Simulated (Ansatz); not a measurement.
YbSi₂ in space group Fddd (No. 70; Si on 16f, Yb on 8a) at seven volumes, PBE in the plane-wave PAW code Ansatz, shape and atoms relaxed at each. One row is withheld.

```
V (Å³/atom)  P (GPa)
-----------  -------
17.608          7.33
18.188          4.48
18.769          2.05
19.349          0.00
19.930         -1.75
20.510         -3.22
21.091             ?
```

Q: Fit the shown pressures and predict the withheld one.

A: Third-order Birch–Murnaghan: P = (3/2)B₀(x^(7/2) − x^(5/2))[1 + (3/4)(B′ − 4)(x − 1)] with x = (V₀/V)^(2/3). Least squares on the six rows gives V₀ = 19.349 Å³/atom, B₀ = 62.98 GPa, B′ = 4.46. At V = 21.091, x = 0.9441 and P = -4.48 GPa. The run itself gave -4.46 GPa.

The cell is a constructed one: a structure type filled with these elements; neither database checked (COD, Materials Project) lists it. COD files the formula under space group No. 191. Its standing as an ambient phase is unchecked. Symmetry was held in the PBE relaxation; its stability against distortions is not shown here. The workflow began spin-polarised and lost its moments. The 4f shell is in the valence. No Hubbard U is applied. Spin–orbit coupling is left out wherever it is not named.

Potentials: the later of the program's two PAW sets.
